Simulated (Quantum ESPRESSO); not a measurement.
# W3MoSe5S3: one run as intended and one with a planted mistake

A calculation, not a measurement. The program is pw.x of Quantum ESPRESSO 7.5 (plane-wave density functional theory). The cell is made up: 12 atoms on a layered 2H lattice, with randomly drawn elements, strain and displacements, not relaxed. PseudoDojo standard norm-conserving files (v0.5 for PBE, v0.4.1 for LDA and PBEsol) set the functional; there is no spin polarisation, spin-orbit coupling or dispersion term, and the masses in the input are unused placeholders.

Intended input:

```
&control calculation='scf', pseudo_dir='./dojo.nc.sr.pbe.v0_5.standard.upf', outdir='./o', disk_io='low', tprnfor=.true., tstress=.true. /
&system ibrav=0, nat=12, ntyp=4, nbnd=83, ecutwfc=85.99341389, nosym=.true., tot_charge=0,
 occupations='smearing', smearing='fd', degauss=0.0018374661
/
&electrons conv_thr=7.350e-09, electron_maxstep=60, /
ATOMIC_SPECIES
Mo 1.0 Mo.upf
S 1.0 S.upf
Se 1.0 Se.upf
W 1.0 W.upf
CELL_PARAMETERS angstrom
3.3029 0.0 0.0
0.0 5.7208 0.0
0.0 0.0 13.1788
ATOMIC_POSITIONS angstrom
W -0.0009 1.9392 3.3393
Mo 1.6847 0.9775 9.895
W 1.6362 4.7813 3.2771
W 0.017 3.7448 9.8987
Se -0.0275 1.8966 8.2572
S 0.0136 1.9523 11.534
Se 1.6421 0.9649 1.5947
S 1.6051 0.8822 5.0128
Se 1.7279 4.7745 8.2549
S 1.651 4.81 11.5448
Se -0.0455 3.8251 1.6278
Se -0.0548 3.8263 4.9635
K_POINTS automatic
7 4 2 1 1 1
```

The log is shortened where brackets say so; the opening notice, blank lines, dates and the lines on written files are dropped, and the path of the files is cut. It prints rydbergs, bohrs and kilobars, and counts compression as positive stress. Where no state is partly filled, the Fermi energy that it prints is only some level between the filled and the empty states on the mesh, and need not lie in the true gap.

Log of the intended run:

```
     Program PWSCF v.7.5
     Parallel version (MPI & OpenMP), running on       4 processor cores
     Number of MPI processes:                 4
     Threads/MPI process:                     1
     [start-up lines left out]
     bravais-lattice index     =            0
     lattice parameter (alat)  =       6.2416  a.u.
     unit-cell volume          =    1680.4464 (a.u.)^3
     number of atoms/cell      =           12
     number of atomic types    =            4
     number of electrons       =       154.00
     number of Kohn-Sham states=           83
     kinetic-energy cutoff     =      85.9934  Ry
     charge density cutoff     =     343.9737  Ry
     scf convergence threshold =      7.3E-09
     mixing beta               =       0.7000
     number of iterations used =            8  plain     mixing
     Exchange-correlation= PBE
                           (   1   4   3   4   0   0   0)
     [axes and pseudopotential details left out]
   Cartesian axes
     site n.     atom                  positions (alat units)
         1        W      tau(   1) = (  -0.0002725   0.5871204   1.0110206  )
         2        Mo     tau(   2) = (   0.5100669   0.2959520   2.9958521  )
         3        W      tau(   3) = (   0.4953828   1.4476066   0.9921887  )
         4        W      tau(   4) = (   0.0051470   1.1337915   2.9969724  )
         5        Se     tau(   5) = (  -0.0083260   0.5742227   2.4999849  )
         6        S      tau(   6) = (   0.0041176   0.5910866   3.4920827  )
         7        Se     tau(   7) = (   0.4971692   0.2921372   0.4828181  )
         8        S      tau(   8) = (   0.4859669   0.2670986   1.5176966  )
         9        Se     tau(   9) = (   0.5231463   1.4455479   2.4992885  )
        10        S      tau(  10) = (   0.4998638   1.4562960   3.4953526  )
        11        Se     tau(  11) = (  -0.0137758   1.1581035   0.4928396  )
        12        Se     tau(  12) = (  -0.0165915   1.1584668   1.5027703  )
     number of k points=    28  Fermi-Dirac smearing, width (Ry)=  0.0018
                       cart. coord. in units 2pi/alat
        k(    1) = (   0.0714286   0.0721687   0.0626556), wk =   0.0714286
        k(    2) = (   0.0714286   0.0721687  -0.0626556), wk =   0.0714286
     [further k points left out]
     Dense  grid:   181073 G-vectors     FFT dimensions: (  40,  64, 150)
     Estimated max dynamical RAM per process >     567.11 MB
     Estimated total dynamical RAM >       2.09 GB
     Initial potential from superposition of free atoms
     starting charge     153.9966, renormalised to     154.0000
     Starting wfcs are   97 randomized atomic wfcs
     total cpu time spent up to now is        9.3 secs
     per-process dynamical memory:   407.7 Mb
     Self-consistent Calculation
     iteration #  1     ecut=    85.99 Ry     beta= 0.70
     Davidson diagonalization with overlap
     ethr =  1.00E-02,  avg # of iterations =  2.0
     Threshold (ethr) on eigenvalues was too large:
     Diagonalizing with lowered threshold
     Davidson diagonalization with overlap
     ethr =  5.23E-04,  avg # of iterations =  2.1
     total cpu time spent up to now is       48.3 secs
     total energy              =   -1874.12932707 Ry
     estimated scf accuracy    <       0.83253164 Ry
     iteration #  2     ecut=    85.99 Ry     beta= 0.70
     Davidson diagonalization with overlap
     ethr =  5.41E-04,  avg # of iterations =  9.3
     total cpu time spent up to now is       79.9 secs
     total energy              =   -1872.51067287 Ry
     estimated scf accuracy    <      22.11898171 Ry
     [iterations 3 to 19 left out]
     iteration # 20     ecut=    85.99 Ry     beta= 0.70
     Davidson diagonalization with overlap
     ethr =  2.64E-11,  avg # of iterations =  2.8
     total cpu time spent up to now is      491.0 secs
     total energy              =   -1874.59248535 Ry
     estimated scf accuracy    <          8.0E-09 Ry
     iteration # 21     ecut=    85.99 Ry     beta= 0.70
     Davidson diagonalization with overlap
     ethr =  5.18E-12,  avg # of iterations =  5.4
     total cpu time spent up to now is      512.2 secs
     End of self-consistent calculation
     [lines on levels left out]
     the Fermi energy is    11.8613 ev
!    total energy              =   -1874.59248535 Ry
     estimated scf accuracy    <          2.7E-09 Ry
     smearing contrib. (-TS)   =      -0.00000000 Ry
     internal energy E=F+TS    =   -1874.59248535 Ry
     The total energy is F=E-TS. E is the sum of the following terms:
     one-electron contribution =   -1101.33915407 Ry
     hartree contribution      =     597.29675659 Ry
     xc contribution           =    -380.86747437 Ry
     ewald contribution        =    -989.68261350 Ry
     convergence has been achieved in  21 iterations
     Forces acting on atoms (cartesian axes, Ry/au):
     atom    1 type  4   force =    -0.01537810   -0.06708108    0.02052143
     atom    2 type  1   force =    -0.02610758   -0.00763497    0.09111074
     atom    3 type  4   force =    -0.02286454    0.02708378    0.04178427
     atom    4 type  4   force =     0.01429032    0.06085306    0.08841508
     atom    5 type  3   force =     0.02375605   -0.00520391   -0.03832633
     atom    6 type  2   force =     0.00322235   -0.01645719   -0.05570516
     atom    7 type  3   force =     0.00216044    0.01469149    0.02665581
     atom    8 type  2   force =     0.00997844    0.02763417   -0.09087260
     atom    9 type  3   force =    -0.02126391   -0.01007632   -0.00916709
     atom   10 type  2   force =     0.00545146   -0.02139751   -0.07528738
     atom   11 type  3   force =     0.01281081   -0.00816808   -0.01041691
     atom   12 type  3   force =     0.01394426    0.00575658    0.01128815
     Total force =     0.227837     Total SCF correction =     0.000371
     Computing stress (Cartesian axis) and pressure
          total   stress  (Ry/bohr**3)                   (kbar)     P=      -32.81
  -0.00023785  -0.00001213   0.00002636          -34.99       -1.78        3.88
  -0.00001213  -0.00018601   0.00000621           -1.78      -27.36        0.91
   0.00002636   0.00000621  -0.00024526            3.88        0.91      -36.08
     init_run     :      8.55s CPU      8.87s WALL (       1 calls)
     electrons    :    495.18s CPU    502.94s WALL (       1 calls)
     forces       :      4.03s CPU      4.08s WALL (       1 calls)
     stress       :     13.63s CPU     13.91s WALL (       1 calls)
     [timing details left out]
     PWSCF        :   8m41.90s CPU   8m50.43s WALL
     JOB DONE.
```

A second run has one planted mistake: the smearing is too wide. The input lines that differ, file-writing options aside:

```
- &system ibrav=0, nat=12, ntyp=4, nbnd=83, ecutwfc=85.99341389, nosym=.true., tot_charge=0,
+ &system ibrav=0, nat=12, ntyp=4, nbnd=101, ecutwfc=85.99341389, nosym=.true., tot_charge=0,
-  occupations='smearing', smearing='fd', degauss=0.0018374661
+  occupations='smearing', smearing='fd', degauss=0.0551239833
```

Its log:

```
     Program PWSCF v.7.5
     Parallel version (MPI & OpenMP), running on       4 processor cores
     Number of MPI processes:                 4
     Threads/MPI process:                     1
     [start-up lines left out]
     bravais-lattice index     =            0
     lattice parameter (alat)  =       6.2416  a.u.
     unit-cell volume          =    1680.4464 (a.u.)^3
     number of atoms/cell      =           12
     number of atomic types    =            4
     number of electrons       =       154.00
     number of Kohn-Sham states=          101
     kinetic-energy cutoff     =      85.9934  Ry
     charge density cutoff     =     343.9737  Ry
     scf convergence threshold =      7.3E-09
     mixing beta               =       0.7000
     number of iterations used =            8  plain     mixing
     Exchange-correlation= PBE
                           (   1   4   3   4   0   0   0)
     [axes and pseudopotential details left out]
   Cartesian axes
     site n.     atom                  positions (alat units)
         1        W      tau(   1) = (  -0.0002725   0.5871204   1.0110206  )
         2        Mo     tau(   2) = (   0.5100669   0.2959520   2.9958521  )
         3        W      tau(   3) = (   0.4953828   1.4476066   0.9921887  )
         4        W      tau(   4) = (   0.0051470   1.1337915   2.9969724  )
         5        Se     tau(   5) = (  -0.0083260   0.5742227   2.4999849  )
         6        S      tau(   6) = (   0.0041176   0.5910866   3.4920827  )
         7        Se     tau(   7) = (   0.4971692   0.2921372   0.4828181  )
         8        S      tau(   8) = (   0.4859669   0.2670986   1.5176966  )
         9        Se     tau(   9) = (   0.5231463   1.4455479   2.4992885  )
        10        S      tau(  10) = (   0.4998638   1.4562960   3.4953526  )
        11        Se     tau(  11) = (  -0.0137758   1.1581035   0.4928396  )
        12        Se     tau(  12) = (  -0.0165915   1.1584668   1.5027703  )
     number of k points=    28  Fermi-Dirac smearing, width (Ry)=  0.0551
                       cart. coord. in units 2pi/alat
        k(    1) = (   0.0714286   0.0721687   0.0626556), wk =   0.0714286
        k(    2) = (   0.0714286   0.0721687  -0.0626556), wk =   0.0714286
     [further k points left out]
     Dense  grid:   181073 G-vectors     FFT dimensions: (  40,  64, 150)
     Estimated max dynamical RAM per process >     642.37 MB
     Estimated total dynamical RAM >       2.38 GB
     Initial potential from superposition of free atoms
     starting charge     153.9966, renormalised to     154.0000
     Starting wfcs are   97 randomized atomic wfcs +    4 random wfcs
     total cpu time spent up to now is        9.1 secs
     per-process dynamical memory:   458.8 Mb
     Self-consistent Calculation
     iteration #  1     ecut=    85.99 Ry     beta= 0.70
     Davidson diagonalization with overlap
     ethr =  1.00E-02,  avg # of iterations =  5.4
     Threshold (ethr) on eigenvalues was too large:
     Diagonalizing with lowered threshold
     Davidson diagonalization with overlap
     ethr =  5.32E-04,  avg # of iterations =  3.9
     total cpu time spent up to now is       59.7 secs
     total energy              =   -1874.34667460 Ry
     estimated scf accuracy    <       0.84526509 Ry
     iteration #  2     ecut=    85.99 Ry     beta= 0.70
     Davidson diagonalization with overlap
     ethr =  5.49E-04,  avg # of iterations =  9.0
     total cpu time spent up to now is       93.5 secs
     total energy              =   -1871.63732723 Ry
     estimated scf accuracy    <      60.64342569 Ry
     [iterations 3 to 18 left out]
     iteration # 19     ecut=    85.99 Ry     beta= 0.70
     Davidson diagonalization with overlap
     ethr =  1.75E-11,  avg # of iterations =  4.0
     total cpu time spent up to now is      506.5 secs
     total energy              =   -1874.85627711 Ry
     estimated scf accuracy    <       0.00000001 Ry
     iteration # 20     ecut=    85.99 Ry     beta= 0.70
     Davidson diagonalization with overlap
     ethr =  7.44E-12,  avg # of iterations =  2.0
     total cpu time spent up to now is      529.1 secs
     End of self-consistent calculation
     [lines on levels left out]
     the Fermi energy is    11.6988 ev
!    total energy              =   -1874.85627711 Ry
     estimated scf accuracy    <          5.7E-09 Ry
     smearing contrib. (-TS)   =      -0.79194414 Ry
     internal energy E=F+TS    =   -1874.06433297 Ry
     The total energy is F=E-TS. E is the sum of the following terms:
     one-electron contribution =   -1100.91303541 Ry
     hartree contribution      =     597.47404991 Ry
     xc contribution           =    -380.94273397 Ry
     ewald contribution        =    -989.68261350 Ry
     convergence has been achieved in  20 iterations
     Forces acting on atoms (cartesian axes, Ry/au):
     atom    1 type  4   force =    -0.00964007   -0.05588176    0.02348721
     atom    2 type  1   force =    -0.01964402   -0.00179215    0.07919556
     atom    3 type  4   force =    -0.01848307    0.02622112    0.03495173
     atom    4 type  4   force =     0.01160688    0.04083133    0.08026286
     atom    5 type  3   force =     0.01969962   -0.00380587   -0.05582323
     atom    6 type  2   force =     0.00183232   -0.00996400   -0.02752404
     atom    7 type  3   force =     0.00130341    0.01181551    0.00089395
     atom    8 type  2   force =     0.00624884    0.02180409   -0.06324064
     atom    9 type  3   force =    -0.01754994   -0.00834952   -0.02470184
     atom   10 type  2   force =     0.00360571   -0.01691398   -0.05007875
     atom   11 type  3   force =     0.01035030   -0.00719581   -0.03017593
     atom   12 type  3   force =     0.01067001    0.00323105    0.03275313
     Total force =     0.189788     Total SCF correction =     0.000444
     Computing stress (Cartesian axis) and pressure
          total   stress  (Ry/bohr**3)                   (kbar)     P=       17.63
   0.00010739  -0.00001397   0.00001470           15.80       -2.06        2.16
  -0.00001397   0.00017233   0.00000896           -2.06       25.35        1.32
   0.00001470   0.00000896   0.00007987            2.16        1.32       11.75
     init_run     :      8.16s CPU      8.52s WALL (       1 calls)
     electrons    :    510.76s CPU    520.07s WALL (       1 calls)
     forces       :      4.63s CPU      4.69s WALL (       1 calls)
     stress       :     15.70s CPU     16.01s WALL (       1 calls)
     [timing details left out]
     PWSCF        :   8m59.90s CPU   9m10.06s WALL
     JOB DONE.
```

```
                                            intended run  run with the mistake
                          free energy (eV)    -25505.130            -25508.719
                    smearing term -TS (eV)        0.0000              -10.7749
                            pressure (GPa)         -3.28                  1.76
            largest force component (eV/Å)         2.343                 2.064
largest change of a force component (eV/Å)                               0.725
                                iterations            21                    20
```

For scale, a rerun of the intended cell at a cutoff of 1467 eV and k mesh 9 x 6 x 4 moved values by no more than 0.004 eV in energy, 0.02 GPa in stress and 0.003 eV/Å in force. The number of bands, nbnd, was set by rule from the electron count and the smearing, so it follows the mistake.